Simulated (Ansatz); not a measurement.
Na:
```xyz
1
Lattice="-2.0857 2.0857 2.0857 2.0857 -2.0857 2.0857 2.0857 2.0857 -2.0857" Properties=species:S:1:pos:R:3 pbc="T T T"
Na     0.0000     0.0000     0.0000
```

Relaxed with PBEsol. Special points in fractions of this cell's reciprocal vectors: Γ (0.000, 0.000, 0.000); H (0.500, -0.500, 0.500); N (0.000, 0.000, 0.500); P (0.250, 0.250, 0.250).

### Question
List the band energies nearest the Fermi level at these points for the program Ansatz at the PBEsol level (PAW).

### Answer
In eV from the Fermi level; about four levels below and three above (degenerate sets whole), none deeper than 8.9 eV; … stands for higher levels left out; points with the same levels are listed once.

```
k  below              above
-  -----  -----------------
Γ  -3.29  11.87 11.87 11.87
H      –        4.57 4.57 …
N      –     0.78 1.28 8.30
P      –     2.76 2.76 2.76
```

Space group Im-3m (bcc (W type)). The PBEsol relaxation kept the symmetry of its start; phonons on a q-mesh show no instability.

Potentials: the earlier of the program's two PAW sets.
